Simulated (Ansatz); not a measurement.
SnS:
```xyz
2
Lattice="0.0000 3.2093 3.2093 3.2093 0.0000 3.2093 3.2093 3.2093 0.0000" Properties=species:S:1:pos:R:3 pbc="T T T"
Sn     0.0000     0.0000     0.0000
S      1.6047     1.6047     1.6047
```

Relaxed with PBEsol. Special points in fractions of this cell's reciprocal vectors: Γ (0.000, 0.000, 0.000); X (0.500, 0.000, 0.500); U (0.625, 0.250, 0.625); K (0.375, 0.375, 0.750); L (0.500, 0.500, 0.500); W (0.500, 0.250, 0.750).

**Question.** List the band energies nearest the Fermi level at these points for the program Ansatz at the PBEsol with spin–orbit coupling level (PAW).

**Answer.** In eV from the Fermi level; about four levels below and three above (degenerate sets whole), none deeper than 8.9 eV; points with the same levels are listed once.

| k | below | above |
|---|---|---|
| Γ | -2.58 -2.58 -2.58 -2.58 | 1.32 1.32 1.86 1.86 1.86 1.86 |
| X | -0.65 -0.65 -0.09 -0.09 | 4.41 4.41 4.73 4.73 |
| U | -3.65 -3.64 -0.53 -0.51 | 1.13 1.18 3.42 |
| L | -3.08 -3.08 -2.18 -2.18 | 2.22 2.22 2.54 2.54 |
| W | -4.17 -4.12 -4.04 -0.02 | 0.03 1.74 1.89 |

Space group F-43m (zinc blende). The workflow started from a Materials Project entry (that database holds measured and hypothetical structures alike); the Crystallography Open Database copy checked does not list it. It is not the phase usual at ambient conditions (space group No. 62). The PBEsol relaxation kept the symmetry of its start. At this level the phase is mechanically unstable.

Potentials: the later of the program's two PAW sets.
